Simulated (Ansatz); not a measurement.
Given:

MgCdS2:
```
MgCdS2
1.0
    3.75353     0.00000     0.00000
    0.00000     3.75353     0.00000
    0.00000     0.00000     5.31265
Mg Cd S
1 1 2
Cartesian
  1.87676   1.87676   2.65632
  0.00000   0.00000   0.00000
  0.00000   0.00000   2.65632
  1.87676   1.87676   0.00000
```

This is the PBEsol-relaxed structure. Tensor components refer to the Cartesian frame of this cell.

### Question
All from DFT-PBEsol in the program Ansatz with PAW potentials, unless another level is named. Estimate the bulk modulus (Birch–Murnaghan fit).

### Answer
81.6 GPa.

### Question
And the elastic constants (relaxed ions, GPa)?

### Answer
C11 = 140, C12 = 54.9, C13 = 49.7, C33 = 145, C44 = 40.9, C66 = 48.0.

Space group P4/mmm. The first step of the workflow began from a Materials Project structure, measured or hypothetical; the Crystallography Open Database copy checked does not list it. With Mg and Cd taken as one species the cell has the higher symmetry Fm-3m, so it may be an ordered model of a mixed-site phase. Its standing as an ambient phase is unchecked. Symmetry was held in the PBEsol relaxation; of distortions, only those at the zone centre were tested. As this level gives no gap, shear constants depend on the k-mesh and smearing (Fermi–Dirac, 0.1 eV here).

Potentials: the later of the program's two PAW sets.
